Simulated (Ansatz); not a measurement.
A geometry of WSe$_{2}$ away from equilibrium: step 2 of the relaxation of a relaxed WSe2 cell stretched uniformly to 115 % of its volume. Method: PBE (plane waves to 420 eV, PAW, scalar-relativistic; Ansatz, an electronic-structure program). Γ-centred k-mesh 8×8×2 on the run's cell (coarser than for final values), Fermi–Dirac smearing 0.05 eV. The plane waves were selected for a different cell earlier on the path.

```xyz
6
Lattice="3.3099 0.0000 0.0000 -1.6549 2.8664 0.0000 0.0000 0.0000 15.4086" Properties=species:S:1:pos:R:3 pbc="T T T"
W      0.0000     1.9110     3.8522
W      1.6549     0.9555    11.5565
Se     0.0000     1.9110    10.0358
Se     1.6549     0.9555     2.3315
Se     1.6549     0.9555     5.3728
Se     0.0000     1.9110    13.0771
```

Q: What forces act on the atoms (eV/Å)?

A: 
| atom | Fx | Fy | Fz |
|---|---|---|---|
| W1 | 0.00 | 0.00 | 0.00 |
| W2 | 0.00 | 0.00 | 0.00 |
| Se3 | 0.00 | 0.00 | -3.40 |
| Se4 | 0.00 | 0.00 | -3.40 |
| Se5 | 0.00 | 0.00 | 3.40 |
| Se6 | 0.00 | 0.00 | 3.40 |

The path ends in P6₃/mmc (No. 194) (AFLOW prototype AB2_hP6_194_c_f (C7, as in MoS2)). No spin polarisation in the result. No dispersion correction is included, so spacings between layers, chains or molecules are soft and tend to come out too large.

The run could not lose the symmetry of its start.

Without dispersion the volume is uncertain too.
